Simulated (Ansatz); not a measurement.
Structures of TeAs2: which is lowest?

Plane-wave DFT in Ansatz with scalar-relativistic PAW potentials, cutoff 420 eV, Γ-centred meshes chosen by cell and gap, Gaussian smearing with energies taken to zero width. Every cell was relaxed (cell and atoms) in a run of its own, within the symmetry of its start. Functional: PBE.

Relaxed structures (starts from databases or built by putting these elements on another compound's sites):
A. I4_1/amd, 6 atoms in the computed cell, a = 7.124 Å, c = 5.821 Å; sites (symmetry × multiplicity) Te -4m2 × 4, As .2/m. × 8; start: database
B. I4/mmm, 3 atoms in the computed cell, a = 3.970 Å, c = 10.283 Å; sites (symmetry × multiplicity) Te 4/mmm × 2, As 4mm × 4; start: built

Task: Rank them by energy. Could pressure change the order?

Result:
```csv
structure,group,E − E(lowest) (meV/atom),V (Å³/atom),gap on mesh (eV)
A,I4_1/amd,0.0,24.62,0.00
B,I4/mmm,198,27.02,0.00
```

A is lowest, 198 meV/atom under B. The lowest is also the densest of these, so pressure wouldn't bring one of the others in at first order. Other structures may lie lower than all of these, and vibrations aren't counted.

Spin-orbit coupling is left out, which matters for the bands of heavy elements.